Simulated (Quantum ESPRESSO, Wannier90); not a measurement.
## ZrN (NiAs type): Wannier90 run

```xyz
4
Lattice="3.1872 0.0000 0.0000 -1.5936 2.7602 0.0000 0.0000 0.0000 5.4902" Properties=species:S:1:pos:R:3 pbc="T T T"
Zr     1.5936    -0.9201     1.3725
Zr    -1.5936     0.9201    -1.3725
N      0.0000     0.0000     0.0000
N      0.0000     0.0000     2.7451
```

Materials Project entry mp-1093992; symmetrised, unrelaxed at this level. Not found in the COD (Crystallography Open Database) copy used, which has the formula in other groups; not checked further. Computed values, not measurements, from PBEsol: Quantum ESPRESSO (norm-conserving PseudoDojo potentials, cutoff 68 Ry, spinors with spin-orbit coupling) on a Γ-centred 6×6×4 mesh, then Wannier90. Density: 12×12×6 mesh, cold smearing 0.01 Ry.

Bands 17-20 form an isolated set from -15.86 to -13.35 eV relative to the Fermi level (on the path) and are turned into 4 Wannier functions by minimising the spread from the start: atomic waves N 2s.

Q: Where do the functions sit, how wide are they and what are they made of?

A: 
```csv
functions,spread (Å²),"nearest atom, distance (Å)","second atom, distance (Å)",weight on atomic waves
4,1.13,N 0.00,Zr 2.30,"N 2s 70 %, Zr 4d 16 %, Zr 5s 8 %"
```

Ω_I = 4.52 Å², Ω_total = 4.52 Å²; the interpolated bands follow pw.x to 0.1 meV rms on the path. Only this start was tried; a symmetric start can stop on a saddle, and mixtures of these functions could lower the total by at most Ω_total − Ω_I.
